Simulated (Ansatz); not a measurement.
# What DFT gives for Cr5Bi3

```yaml
crystal:
  lattice:
    - [8.04207, 0.00000, 0.00000]
    - [-4.02104, 6.96464, 0.00000]
    - [0.00000, 0.00000, 6.16561]
  atoms:
    - { symbol: Bi, position: [0.60957, 0.00000, 0.25000] }
    - { symbol: Bi, position: [0.60957, 0.60957, 0.75000] }
    - { symbol: Bi, position: [0.00000, 0.60957, 0.25000] }
    - { symbol: Bi, position: [0.39043, 0.00000, 0.75000] }
    - { symbol: Bi, position: [0.39043, 0.39043, 0.25000] }
    - { symbol: Bi, position: [0.00000, 0.39043, 0.75000] }
    - { symbol: Cr, position: [0.33330, 0.66670, 0.00000] }
    - { symbol: Cr, position: [0.66660, 0.33330, 0.50000] }
    - { symbol: Cr, position: [0.66670, 0.33330, 0.00000] }
    - { symbol: Cr, position: [0.33340, 0.66670, 0.50000] }
    - { symbol: Cr, position: [0.25170, 0.00000, 0.25000] }
    - { symbol: Cr, position: [0.25170, 0.25170, 0.75000] }
    - { symbol: Cr, position: [0.00000, 0.25170, 0.25000] }
    - { symbol: Cr, position: [0.74830, 0.00000, 0.75000] }
    - { symbol: Cr, position: [0.74830, 0.74830, 0.25000] }
    - { symbol: Cr, position: [0.00000, 0.74830, 0.75000] }
```

Level: r2SCAN, no spin polarisation; 500 eV; 5×5×6 Γ-centred mesh; fermi-dirac occupations (width 0.1 eV); Ansatz 0.2.0, fixed geometry.

Problem. Describe some of the short contacts.

Solution. Bi–Cr at 2.76 Å: least valence density 0.31 e/Å³ and ELF 0.31 there. Cr–Cr at 3.08 Å: least valence density 0.17 e/Å³ and ELF 0.39 there. These are pseudo-fields; inside the PAW spheres they differ from the all-electron ones.

Problem. Is it stable against the elements?

Solution. 1.75 eV an atom against the elements' usual phases (free molecules for gases, crystals otherwise, with no correction for O₂ or N₂), so at this geometry it isn't bound against them. Relaxing would lower it.

Problem. What does the stress say?

Solution. The pressure is -17.5 GPa (compression positive), so with the atoms held at these fractions the cell would first shrink. The principal stresses -19.3, -16.6, -16.6 GPa differ, so its shape would change too.

Problem. Where is the largest force?

Solution. The largest is on Cr11 (and as large on other atoms): 0.26 eV/Å, components (0.26, 0.00, 0.00). It makes 99° with the line to a nearest neighbour, Bi3 at 2.76 Å.

Problem. Give the Bader charges.

Solution. Bader charges in e: Cr +0.46 to +0.51, Bi -0.81. In the mean Cr gives up most and Bi takes most.

Problem. Metal or insulator?

Solution. It is a metal, with about 44 states/eV a cell as the mean within 0.25 eV of the Fermi level, mostly Cr d (97 %).

Origin: a known structure type with other elements, at an estimated volume, so it need not be a known compound. Caveats: no spin polarisation, so a magnetic state may lie lower; atoms or cell far from equilibrium.
